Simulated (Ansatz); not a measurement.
Cu:
```
Cu
1.0
    0.00000     1.78833     1.78833
    1.78833     0.00000     1.78833
    1.78833     1.78833     0.00000
Cu
1
Direct
  0.00000   0.00000   0.00000
```

Relaxed with r²SCAN. Special points in fractions of this cell's reciprocal vectors: Γ (0.000, 0.000, 0.000); X (0.500, 0.000, 0.500); U (0.625, 0.250, 0.625); K (0.375, 0.375, 0.750); L (0.500, 0.500, 0.500); W (0.500, 0.250, 0.750).

Question: List the band energies nearest the Fermi level at these points for the program Ansatz at the r²SCAN level (PAW).

Answer: In eV from the Fermi level; about four levels below and three above (degenerate sets whole), none deeper than 8.9 eV; … stands for higher levels left out; points with the same levels are listed once.

| k | below | above |
|---|---|---|
| Γ | -3.18 -3.18 -3.18 -2.32 -2.32 | … |
| X | -4.71 -1.73 -1.53 -1.53 | 1.55 … |
| U | -4.34 -2.93 -2.18 -1.74 | 4.60 … |
| L | -3.23 -3.23 -1.69 -1.69 -1.16 | … |
| W | -3.76 -3.76 -2.36 -1.53 | … |

Space group Fm-3m (fcc (Cu type)). The r²SCAN relaxation kept the symmetry of its start. No spin polarisation was allowed.

Potentials: the later of the program's two PAW sets.
